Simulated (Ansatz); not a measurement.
Vibrational response of Rb4Au3

Level of theory: DFT PBE, scalar-relativistic, plane waves, PAW in Ansatz 0.2.0. Plane waves to 420 eV; Γ-centred k mesh 6×6×6; Fermi-Dirac smearing of 0.15 eV. No spin polarisation. Phonons by linear response, acoustic sum rule imposed.

Relaxed structure:
```xyz
7
Lattice="7.0746 0.0000 0.0000 0.0000 7.0746 0.0000 0.0000 0.0000 7.0746" Properties=species:S:1:pos:R:3 pbc="T T T"
Rb    3.5373    3.5373    3.5373
Rb    3.5373    0.0000    0.0000
Rb    0.0000    3.5373    0.0000
Rb    0.0000    0.0000    3.5373
Au    3.5373    3.5373    0.0000
Au    0.0000    3.5373    3.5373
Au    3.5373    0.0000    3.5373
```

The cell was found from a structure generator's guess, not taken from experiment. In a metal, frequencies depend on the k mesh and the smearing, soft modes most. Spin–orbit coupling is left out, which matters for heavy elements.

Optical modes at Γ:
```json
{"frequency (meV)": "1.4", "degeneracy": "3"}
{"frequency (meV)": "2.9", "degeneracy": "3"}
{"frequency (meV)": "4.7", "degeneracy": "3"}
{"frequency (meV)": "8.0", "degeneracy": "3"}
{"frequency (meV)": "8.0", "degeneracy": "3"}
{"frequency (meV)": "8.5", "degeneracy": "3"}
```

All 18 optical modes at Γ are real: no displacement of atoms at fixed cell lowers the energy to second order. Strains and modes at other wave vectors aren't tested by this run.
